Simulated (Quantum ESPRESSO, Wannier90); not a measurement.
Tight-binding from DFT: Ge2Mo (I4/mmm)

```yaml
crystal:
  lattice:
    - [0.00000, -3.32019, 0.00000]
    - [3.32019, 0.00000, 0.00000]
    - [-1.66010, 1.66010, 4.09319]
  atoms:
    - { symbol: Ge, position: [0.66167, 0.66167, 0.32334] }
    - { symbol: Ge, position: [0.33833, 0.33833, 0.67666] }
    - { symbol: Mo, position: [0.00000, 0.00000, 0.00000] }
```

Cell from Materials Project (mp-10201), symmetrised, no further relaxation. Not found in the COD (Crystallography Open Database) copy used, which has the formula in other groups; not checked further. Level: LDA, no spin polarisation, no spin-orbit coupling; pw.x of Quantum ESPRESSO at 64 Ry with PseudoDojo potentials, 6×6×6 k-points, Wannier90. Density: 10×10×10 mesh, cold smearing 0.01 Ry. Spin-orbit coupling, left out, would split the p-like bands by a few tenths of an eV.

The lattice is scaled uniformly with fixed fractional positions (axis ratios and free coordinates are held, so this isn't the response to pressure), and at each scale an atom-like model (Ge sp, Mo spd; disentangled, num_iter = 0) is made. Listed is the largest hopping of each kind of orbital pair shown, with the distance of the two functions' centres at scale 1; the mesh was not varied.

| scale | modulus of t, Ge2 pz–Ge1 pz at 2.43 Å (eV) | modulus of t, Ge1 s–Mo3 pz at 2.78 Å (eV) | modulus of t, Ge1 pz–Mo3 dz2 at 2.88 Å (eV) |
|---|---|---|---|
| 0.960 | 3.566 | 1.863 | 1.952 |
| 0.980 | 3.340 | 1.780 | 1.819 |
| 1.000 | 3.129 | 1.699 | 1.695 |
| 1.020 | 2.926 | 1.616 | 1.581 |
| 1.040 | 2.750 | 1.529 | 1.474 |

Question: With |t| ∝ d^(−η), find η for each hopping from the ends of the series.

Answer: 
- Ge2 pz–Ge1 pz at 2.43 Å: η = −ln(2.750/3.566)/ln(1.040/0.960) = 3.2
- Ge1 s–Mo3 pz at 2.78 Å: η = −ln(1.529/1.863)/ln(1.040/0.960) = 2.5
- Ge1 pz–Mo3 dz2 at 2.88 Å: η = −ln(1.474/1.952)/ln(1.040/0.960) = 3.5
Harrison's rules would take η = 2.0, 2.0, 3.5 for these pairs; they describe atomic orbitals, while these are orthogonalised and change shape with the volume.
